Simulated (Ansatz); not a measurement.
La2MgVO6:
```
CELL_PARAMETERS angstrom
      2.78617     1.60860     4.42117
     -2.78617     1.60860     4.42117
      0.00000    -3.21719     4.42117
ATOMIC_POSITIONS crystal
  La 0.75055 0.75055 0.75055
  La 0.24945 0.24945 0.24945
  Mg 0.50000 0.50000 0.50000
  V  0.00000 0.00000 0.00000
  O  0.75768 0.30849 0.17636
  O  0.24232 0.69151 0.82364
  O  0.17636 0.75768 0.30849
  O  0.82364 0.24232 0.69151
  O  0.30849 0.17636 0.75768
  O  0.69151 0.82364 0.24232
```
The run is spin-polarised; directions of the spins, atom by atom: 0 0 0 ↑ 0 0 0 0 0 0.

Relaxed with r²SCAN. Special points in fractions of this cell's reciprocal vectors: Γ (0.000, 0.000, 0.000); T (0.500, 0.500, 0.500); H2 (0.745, 0.255, 0.500); H0 (0.500, -0.255, 0.255); L (0.500, 0.000, 0.000); S0 (0.377, -0.377, 0.000); S2 (0.623, 0.000, 0.377); F (0.500, 0.000, 0.500).

List the band energies nearest the valence-band maximum at these points for plane-wave PAW r²SCAN (Ansatz code).

In eV from the valence-band maximum; about four levels below and three above (degenerate sets whole), none deeper than 8.9 eV; points with the same levels are listed once.

```csv
k,below,above
Γ ↑,-2.26 -2.26 -1.99 -0.20,0.67 0.67 2.93 2.93
T ↑,-3.02 -2.74 -2.74 -0.02,0.84 0.84 3.20 3.20
H2 ↑,-2.89 -2.51 -2.46 -0.01,0.78 0.90 3.09
L ↑,-2.47 -2.27 -2.22 -0.12,0.63 0.91 3.10
S0 ↑,-2.84 -2.54 -2.25 -0.07,0.78 0.91 3.07
F ↑,-2.64 -2.51 -2.24 -0.14,0.81 0.93 3.05
Γ ↓,-2.73 -2.73 -2.28 -2.28 -1.98,1.32 1.32 2.21
T ↓,-2.99 -2.99 -2.75 -2.75,1.47 1.47 2.52
H2 ↓,-3.13 -2.89 -2.48 -2.45,1.45 1.51 2.50
L ↓,-2.84 -2.48 -2.24 -2.22,1.30 1.57 2.25
S0 ↓,-2.90 -2.82 -2.54 -2.22,1.38 1.55 2.48
F ↓,-3.04 -2.64 -2.52 -2.21,1.29 1.58 2.56
```

Space group R-3. The workflow started from a Materials Project entry (that database holds measured and hypothetical structures alike); the Crystallography Open Database copy checked does not list it. With Mg and V taken as one species the cell has the higher symmetry R-3c, so it may be an ordered model of a mixed-site phase. Whether it is the stable phase at ambient conditions was not checked. The r²SCAN relaxation kept the symmetry of its start; whether a distortion lowers the energy is not shown. Magnetic state: ferromagnetic, chosen from 3 collinear starts compared on coarse meshes (ties went to the first, and starts can fall back to one state), not a proven ground state. Other orbital occupations within this spin state were not tried. No Hubbard U is applied. Scalar-relativistic: spin–orbit coupling is off unless named, which matters more the heavier the elements.

Potentials: the later of the program's two PAW sets.
